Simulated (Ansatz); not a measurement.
LiCd:
```
CELL_PARAMETERS angstrom
      0.00000     3.33560     3.33560
      3.33560     0.00000     3.33560
      3.33560     3.33560     0.00000
ATOMIC_POSITIONS crystal
  Li 0.75000 0.75000 0.75000
  Li 0.50000 0.50000 0.50000
  Cd 0.25000 0.25000 0.25000
  Cd 0.00000 0.00000 0.00000
```

Relaxed with r²SCAN. Special points in fractions of this cell's reciprocal vectors: Γ (0.000, 0.000, 0.000); X (0.500, 0.000, 0.500); U (0.625, 0.250, 0.625); K (0.375, 0.375, 0.750); L (0.500, 0.500, 0.500); W (0.500, 0.250, 0.750).

Problem. List the band energies nearest the Fermi level at these points for plane-wave PAW r²SCAN (Ansatz code).

Solution. In eV from the Fermi level; about four levels below and three above (degenerate sets whole), none deeper than 8.9 eV; points with the same levels are listed once.

| k | below | above |
|---|---|---|
| Γ | -8.77 -8.77 -8.77 -8.52 -8.52 -7.49 | 3.53 3.53 3.53 |
| X | -3.95 -3.95 -0.93 -0.93 | 2.63 2.63 9.95 9.95 |
| U | -4.26 -3.50 -1.91 -0.35 | 2.79 4.96 7.72 |
| L | -8.54 -8.54 -5.35 -3.74 | 1.73 1.73 3.22 3.22 |
| W | -3.79 -3.79 -1.53 -1.53 | 4.80 4.80 6.10 6.10 |

Space group Fd-3m. The first step of the workflow began from a Materials Project structure, measured or hypothetical; the Crystallography Open Database copy checked does not list it. With Li and Cd taken as one species the cell has the higher symmetry Im-3m, so it may be an ordered model of a mixed-site phase. Its standing as an ambient phase is unchecked. Symmetry was held in the r²SCAN relaxation; whether a distortion lowers the energy is not shown. Scalar-relativistic: spin–orbit coupling is off unless named, which matters more the heavier the elements.

Potentials: the later of the program's two PAW sets.
